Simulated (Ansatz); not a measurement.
Ti2O:
```cif
data_O2Ti4
_chemical_formula_sum 'Ti4 O2'
_space_group_name_H-M_alt 'P63/mmc'
_space_group_IT_number 194
_space_group_name_Hall '-P 6c 2c'
_cell_length_a 2.90370
_cell_length_b 2.90370
_cell_length_c 10.01896
_cell_angle_alpha 90.000
_cell_angle_beta 90.000
_cell_angle_gamma 120.000
loop_
_atom_site_label
_atom_site_type_symbol
_atom_site_symmetry_multiplicity
_atom_site_Wyckoff_symbol
_atom_site_fract_x
_atom_site_fract_y
_atom_site_fract_z
_atom_site_occupancy
Ti1 Ti 4 f 0.33333 0.66667 0.11104 1
O1 O 2 b 0.00000 0.00000 0.25000 1
```

Relaxed with r²SCAN.

Q: Which orbitals make up the states near the Fermi level in r²SCAN (plane waves, PAW; program Ansatz)?

A: Within 0.5 eV of the Fermi level: Ti 3d 95 %. Projections are on Löwdin-orthogonalised atomic valence shells; empty p or d shells of many metals are not among them.

Q: Tabulate the density of states.

A: States/eV per cell of 6 atoms, in 0.25 eV bins, energy from the Fermi level.

```
E (eV)  total  Ti 3d  O 2p  Ti 4s
------  -----  -----  ----  -----
-7.85    5.65   0.88  4.25   0.37
-7.60    3.25   0.41  2.37   0.38
-7.35    3.72   0.43  2.72   0.46
-7.10    5.04   0.67  3.90   0.36
-6.85    9.89   1.59  7.84   0.26
-6.60    2.36   0.31  1.89   0.10
-6.35    2.87   0.40  2.33   0.08
-6.10    4.45   0.65  3.68   0.06
-5.85    4.53   0.66  3.79   0.03
-5.60    3.29   0.49  2.77   0.01
-5.35    0.34   0.05  0.29   0.00
-5.10    0.00   0.00  0.00   0.00
-4.85    0.00   0.00  0.00   0.00
-4.60    0.00   0.00  0.00   0.00
-4.35    0.00   0.00  0.00   0.00
-4.10    0.06   0.00  0.00   0.04
-3.85    0.16   0.01  0.01   0.09
-3.60    0.28   0.03  0.03   0.15
-3.35    0.40   0.06  0.05   0.21
-3.10    0.63   0.13  0.08   0.32
-2.85    1.04   0.26  0.13   0.52
-2.60    2.50   0.85  0.27   1.20
-2.35    2.29   1.12  0.16   0.89
-2.10    4.67   3.41  0.24   0.85
-1.85    4.75   4.03  0.13   0.39
-1.60    4.04   3.45  0.09   0.32
-1.35    5.82   5.04  0.13   0.32
-1.10    8.16   6.76  0.35   0.58
-0.85    6.82   5.70  0.34   0.32
-0.60    2.18   1.96  0.06   0.08
-0.35    1.82   1.71  0.03   0.04
-0.10    2.56   2.45  0.04   0.02
0.15     2.86   2.72  0.07   0.02
0.40     2.99   2.84  0.07   0.02
0.65     4.21   4.05  0.08   0.03
0.90     6.23   6.04  0.08   0.03
1.15     7.16   6.89  0.14   0.03
1.40     8.35   7.98  0.24   0.03
1.65     6.16   5.75  0.30   0.03
1.90     5.85   5.37  0.33   0.04
```

Space group P6_3/mmc. The start of the workflow was typed in or built on a structure type; neither database checked (COD, Materials Project) lists it. COD files the formula under space group No. 164. Its standing as an ambient phase is unchecked. Symmetry was held in the r²SCAN relaxation; its stability against distortions is not shown here. The workflow began spin-polarised and lost its moments. The compound may be a true metal, but semilocal functionals without U, or a wrong spin order, can also close a gap.

Potentials: the earlier of the program's two PAW sets. The files were generated under PBE; for other functionals the program regenerates the frozen cores, and for LDA and PBEsol the local potential too.
